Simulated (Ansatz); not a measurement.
CH3OH on a (110) slab of W (Im-3m (No. 229)), 3 planes, outer planes W (top) and W (bottom), 1 a cell of 28.2 Å², relaxed and still whole (its atoms last):

```xyz
18
Lattice="5.4722 0.0000 0.0000 -1.8241 5.1592 0.0000 0.0000 0.0000 24.4393" Properties=species:S:1:pos:R:3 pbc="T T T"
W     0.9120    1.2898    8.0000
W     0.0000    3.8694    8.0000
W     3.6481    1.2898    8.0000
W     2.7361    3.8694    8.0000
W     1.8220    2.5759   10.1720
W     2.7512   -0.0082   10.1865
W    -0.9237    2.5879   10.1850
W     0.0029    0.0020   10.1802
W     2.7380    3.8559   12.4673
W     3.6503    1.2989   12.3396
W     0.0042    3.8718   12.3425
W     0.9137    1.2908   12.3630
C     1.6792    3.8135   15.5864
O     2.8251    4.0614   14.7441
H     1.9303    4.0700   16.6254
H     1.4545    2.7461   15.4916
H     0.8107    4.3939   15.2344
H     3.0161    5.0308   14.6817
```

All numbers below come from Ansatz, DFT PBE+D3(BJ), scalar-relativistic, plane waves, PAW. Cutoff 420 eV; k points 4×4×1 on the computed 18-atom cell (Γ-centred); Gaussian smearing, width 0.10 eV; no spin polarisation. A dipole correction removes the field between periodic images along c.

It binds with 0.91 eV a molecule against the clean slab and the free molecule (no zero-point or thermal terms); its shortest contact is O–W 2.29 Å. Take first-order desorption with no barrier to adsorption, no reaction on the face and an assumed prefactor of 10^13 s⁻¹.

Q: How long does a molecule stay at 473 K?

A: τ = ν⁻¹·exp(E/k_BT) with k_BT = 0.0408 eV: E/k_BT = 22.3, so τ ≈ 5×10^-4 s. At about one hit a site a second (10⁻⁶ mbar) the coverage is near τ × 1 s⁻¹, so a layer needs roughly 2×10^-3 mbar.

Q: Where does its peak lie in a desorption experiment heated at 1 K/s?

A: The peak obeys E/(k_B·T_p²) = (ν/β)·exp(−E/k_BT_p). Solving gives T_p ≈ 327 K (E/k_BT_p = 32.3). An error of 0.1 eV in E moves it by about 36 K, and larger molecules have larger prefactors, which lowers it.

Q: Is this physisorption or chemisorption?

A: The tightest contact, O–W 2.29 Å, is 1.00 times the sum of covalent radii, and deformation and lateral interaction add up to +0.07 eV. This is chemisorption.

The molecule may also break up before it leaves, which wasn't tried.

Spin polarisation was left out, and a magnetic state may lie lower.